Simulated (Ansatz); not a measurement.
W (bcc, W type), conventional cell a = b = c = 3.184 Å, α = β = γ = 90.00°. The calculation uses the primitive cell of 1 atom, to which meshes and values per cell refer.

Grid over V/V₀ and (c/a)/(c/a)₀, subscript 0 meaning the relaxed cell; the conventional c axis lies along z; no internal relaxation.

The numbers are results of PBE (plane waves to 420 eV, PAW, scalar-relativistic; Ansatz, a first-principles code), not measurements. k mesh 20×20×20 (Γ-centred), Fermi-Dirac smearing 0.05 eV. Compression counts positive. With partly filled bands, the response to shear is sensitive to the k mesh, so small differences along c/a are uncertain. Spin-orbit coupling is left out, though W is heavy. W is run without spin polarisation. W was relaxed with its symmetry unable to fall. 

```json
[
 {"σzz − σxx (GPa)": "(c/a)/(c/a)₀ = 0.920", "V/V₀ = 0.960": "?", "V/V₀ = 0.980": "28.3", "V/V₀ = 1.000": "26.9", "V/V₀ = 1.020": "25.6", "V/V₀ = 1.040": "24.4"},
 {"σzz − σxx (GPa)": "(c/a)/(c/a)₀ = 0.960", "V/V₀ = 0.960": "?", "V/V₀ = 0.980": "14.8", "V/V₀ = 1.000": "14.1", "V/V₀ = 1.020": "13.3", "V/V₀ = 1.040": "?"},
 {"σzz − σxx (GPa)": "(c/a)/(c/a)₀ = 1.000", "V/V₀ = 0.960": "0.0", "V/V₀ = 0.980": "0.0", "V/V₀ = 1.000": "0.0", "V/V₀ = 1.020": "0.0", "V/V₀ = 1.040": "0.0"},
 {"σzz − σxx (GPa)": "(c/a)/(c/a)₀ = 1.040", "V/V₀ = 0.960": "-13.7", "V/V₀ = 0.980": "-13.2", "V/V₀ = 1.000": "?", "V/V₀ = 1.020": "-12.0", "V/V₀ = 1.040": "-11.4"},
 {"σzz − σxx (GPa)": "(c/a)/(c/a)₀ = 1.080", "V/V₀ = 0.960": "-23.9", "V/V₀ = 0.980": "-22.8", "V/V₀ = 1.000": "-21.8", "V/V₀ = 1.020": "-20.8", "V/V₀ = 1.040": "?"}
]
```

Problem. Complete the blanks.

Solution. 
- (c/a)/(c/a)₀ = 0.920, V/V₀ = 0.960: 29.8
- (c/a)/(c/a)₀ = 0.960, V/V₀ = 0.960: 15.5
- (c/a)/(c/a)₀ = 0.960, V/V₀ = 1.040: 12.6
- (c/a)/(c/a)₀ = 1.040, V/V₀ = 1.000: -12.6
- (c/a)/(c/a)₀ = 1.080, V/V₀ = 1.040: -19.8

(Under strain, the slope of the energy per volume gives the stress and its curvature an elastic modulus.)
